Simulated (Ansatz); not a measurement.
Te3As2:
Space group C2/m (No. 12); a = 14.6782 Å, b = 4.0223 Å, c = 10.0198 Å, α = γ = 90.00°, β = 94.74°

| atom | site | symmetry | x | y | z |
|---|---|---|---|---|---|
| Te | 4i | m | 0.0358 | 0.0000 | 0.2877 |
| Te | 4i | m | 0.2216 | 0.0000 | 0.6644 |
| Te | 4i | m | 0.3710 | 0.0000 | 0.0316 |
| As | 4i | m | 0.3817 | 0.0000 | 0.5626 |
| As | 4i | m | 0.2054 | 0.0000 | 0.1413 |
(The calculation used a cell of 10 atoms; values per cell refer to that cell.)

Relaxed at zero pressure with r²SCAN+D4 in the plane-wave PAW code Ansatz.

Question: The volume is lowered by 3 % and shape and atoms relax at that volume. What pressure results, and how do the axes share the change?

Answer: 0.8 GPa; a -1.6 %, b -0.3 %, c -1.1 %; the energy rises by 2 meV/atom.

Question: Give the new structure.

Answer: 
Space group C2/m (No. 12); a = 14.4480 Å, b = 4.0118 Å, c = 9.9051 Å, α = 90.00°, β = 95.08°, γ = 90.00°

| atom | site | symmetry | x | y | z |
|---|---|---|---|---|---|
| Te | 4i | m | 0.0328 | 0.0000 | 0.2869 |
| Te | 4i | m | 0.2210 | 0.0000 | 0.6624 |
| Te | 4i | m | 0.3731 | 0.0000 | 0.0337 |
| As | 4i | m | 0.3836 | 0.0000 | 0.5598 |
| As | 4i | m | 0.2040 | 0.0000 | 0.1414 |

The phase is kept; no other phase was compared at this pressure.

The first step of the workflow began from a Materials Project structure, measured or hypothetical; the Crystallography Open Database files this formula in space group No. 12, but the cells were not matched. Its standing as an ambient phase is unchecked. The r²SCAN+D4 relaxation kept the symmetry of its start; its stability against distortions is not shown here. Spin–orbit coupling is left out wherever it is not named.

Potentials: the later of the program's two PAW sets.
